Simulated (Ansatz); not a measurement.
**Ta5AlN6: computed properties**

Computed with DFT PBE, scalar-relativistic, plane waves, PAW in Ansatz 0.2.0.

Plane waves to 420 eV, a k mesh through Γ of 12×10×4 on the computed 12-atom cell and Gaussian smearing (0.10 eV); no spin polarisation.

The structure is relaxed at this level of theory with its symmetry kept, and needn't be the ground state of this composition.

Space group Pmmm (No. 47), orthorhombic, a = 2.991 Å, b = 4.350 Å, c = 9.652 Å. Ta on a site of symmetry mmm has 6 N at 2.15–2.17 Å and 12 Ta at 2.99–3.16 Å; Ta on a site of symmetry mm2 is surrounded by 6 N at 2.20–2.25 Å, 7 Ta at 2.99–3.15 Å and 4 Al at 3.13 Å; Ta on a second site of symmetry mm2 is surrounded by 6 N at 2.18–2.30 Å, 10 Ta at 2.99–3.16 Å and 1 Al at 3.09 Å; Al is surrounded by 4 N at 2.01 Å, 2 N at 2.17 Å, 2 Al at 2.99 Å and 10 Ta at 3.09–3.13 Å; N on a site of symmetry mm2 is surrounded by 2 Al at 2.01 Å and 4 Ta at 2.20–2.30 Å; N on a second site of symmetry mm2 has 6 Ta at 2.15–2.20 Å; 2 more sites not described.

| Item | Value |
| --- | --- |
| Volume per atom | 10.46 Å³ |
| Formation energy from the elements' standard states (uncorrected) | -0.870 eV/atom |
| Kohn–Sham band gap | none (metal) |
| Density of states at the Fermi level | 3.8 states/eV per cell |
| Orbital (Löwdin) character within 0.5 eV of the Fermi level | Ta 5d 77 %, N 2p 17 % |

Spin-orbit coupling is left out, which matters for the bands of heavy elements.

The cell was found from a structure generator's guess, not taken from experiment. Löwdin shares on free-atom orbitals overweight diffuse shells.
